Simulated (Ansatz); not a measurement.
# FeP (Pnma): electronic heat capacity from the density of states

Computed with DFT r2SCAN, scalar-relativistic, plane waves, PAW in Ansatz 0.2.0.

Plane waves to 500 eV, a k mesh through Γ of 8×12×6 on the computed 8-atom cell and Gaussian smearing (0.10 eV); collinear spin from starting moments 0.6 0.6 0.6 0.6 0 0 0 0 μB.

Relaxed cell: Pnma, a = 5.125 Å, b = 3.048 Å, c = 5.705 Å, α = 90.00°, β = 90.00°, γ = 90.00°, 8 atoms in the primitive cell. Whether it is the stable form of this composition wasn't checked.

The density of states at the Fermi level is 2.087 states/eV in the cell of 8 atoms (4 formula units; both spins, tetrahedra on a 12×18×9 mesh). The run ends with a moment of 1.98 μB a cell (largest on a site 0.54 μB), and the figure is for this state; a paramagnetic sample can have a quite different one. Another magnetic order, if the compound takes it, can change N(E_F) and the shape of the cell a good deal, and may open a gap, where γ is close to zero.

Problem. What Sommerfeld coefficient does this give?

Solution. Per formula unit N(E_F) = 0.522 states/eV. γ = (π²/3) k_B² N(E_F) N_A = 2.357 mJ/(mol K²) per state/eV, so γ = 1.2 mJ/(mol K²), a mole of formula units. This is the bare band result: a measured γ of the same phase and magnetic order is as a rule larger by a factor 1 + λ from phonons and spin fluctuations. N(E_F) at one energy is sensitive to the mesh where the density of states has sharp peaks.

The state reached may not be the lowest one. The run saw a state lower than the one given here. Only parallel moments were tried here.

Only this magnetic start was tried.

Cost: 1 run of about 6.6 core-minutes, on Oxide Virtual Turin-like Processor (Zen 5) (shared hosts).